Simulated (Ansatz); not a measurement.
Sn:
Space group I4/mmm (No. 139); a = 8.025 Å, b = 8.025 Å, c = 4.657 Å, α = 90.00°, β = 90.00°, γ = 90.00°

```
atom  site  symmetry       x       y       z
----  ----  --------  ------  ------  ------
Sn      8h      m.2m  0.1787  0.1787  0.0000
```
(The calculation used a cell of 4 atoms; values per cell refer to that cell.)

Relaxed at zero pressure with r²SCAN (plane waves, PAW; program Ansatz).

The volume is raised by 3 % and shape and atoms relax at that volume. What pressure results, and how do the axes share the change?

-1.1 GPa; a 1.1 %, b 1.1 %, c 0.8 %; the energy rises by 4 meV/atom.

Give the new structure.


Space group I4/mmm (No. 139); a = b = 8.1132 Å, c = 4.6928 Å, α = β = γ = 90.00°

```
atom  site  symmetry       x       y       z
----  ----  --------  ------  ------  ------
Sn      8h      m.2m  0.1784  0.1784  0.0000
```

The phase is kept; no other phase was compared at this pressure.

This is a known high-pressure phase of the composition, computed here at zero pressure and temperature. Symmetry was held in the r²SCAN relaxation; whether a distortion lowers the energy is not shown. The volume moved by 40 % from the start of the relaxation. Axis ratios of metals converge slowly with the k-mesh, so a and c are less sure than the volume. Spin–orbit coupling is left out wherever it is not named.

Potentials: the earlier of the program's two PAW sets.
